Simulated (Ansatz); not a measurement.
TeO2 (fluorite, Fm-3m) under volume change, plane-wave PAW PBE (Ansatz code), scaled uniformly.

```
V (Å³/atom)  E − E(relaxed) (meV/atom)  P (GPa)
-----------  -------------------------  -------
11.847                            62.9    18.73
12.237                            26.4    11.44
12.628                             6.2     5.25
13.018                             0.0     0.00
13.409                             5.6    -4.45
13.800                            21.1    -8.22
14.190                            45.1   -11.41
```

Problem. What does a third-order Birch–Murnaghan fit give for V₀, B₀ and B′?

Solution. V₀ = 13.02 Å³/atom, B₀ = 161 GPa, B′ = 4.5.

A made-up cell: these elements were put on the sites of a structure type; neither database checked (COD, Materials Project) lists it. COD files the formula under space group No. 19, 61, 92, 136, so this cell is another polymorph or a model. Its standing as an ambient phase is unchecked. Symmetry was held in the PBE relaxation; its stability against distortions is not shown here. Spin–orbit coupling is left out wherever it is not named.

Potentials: the later of the program's two PAW sets.
